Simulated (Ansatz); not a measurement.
The start is a generated cell, Rh placed in the dhcp structure type. Cell shape, volume and atoms are optimised at zero target pressure with r2SCAN (plane waves to 500 eV, PAW, scalar-relativistic; Ansatz, a quantum-chemistry and plane-wave program). The first steps use a coarse 14×14×4 k-mesh.

Initial structure:
```yaml
crystal:
  lattice:
    - [2.70043, 0.00000, 0.00000]
    - [-1.35022, 2.33864, 0.00000]
    - [0.00000, 0.00000, 8.68866]
  atoms:
    - { symbol: Rh, position: [0.00000, 0.00000, 0.00000] }
    - { symbol: Rh, position: [0.00000, 0.00000, 0.50000] }
    - { symbol: Rh, position: [0.33333, 0.66667, 0.25000] }
    - { symbol: Rh, position: [0.66667, 0.33333, 0.75000] }
```

* **Outcome**: The space group stays P6₃/mmc (No. 194) (the run could not lower it); the end is AFLOW prototype A_hP4_194_ac (A3', as in La), with 4 atoms in the primitive cell
* **Energy released**: under 0.01 eV/atom
* **Shortest distances (start → end)**: The closest pairs of elements (up to four, under 3.6 Å), start → end: Rh–Rh 2.67 → 2.69 Å
* **Optimiser moves**: 5

Final values are on a 20×20×6 k-mesh of the relaxed cell. No spin polarisation in the result.

The run could not lose the symmetry of its start; a randomly shaken copy of 8 atoms returns to this structure.

All atoms sit on sites fixed by symmetry, so only the cell could relax.

The relaxed structure here is a generated cell of Rh: the first start was made by placing the elements on the sites of a structure type, and the end was not matched to a known phase here, so it may be hypothetical. Known forms of Rh include space group No. 225.
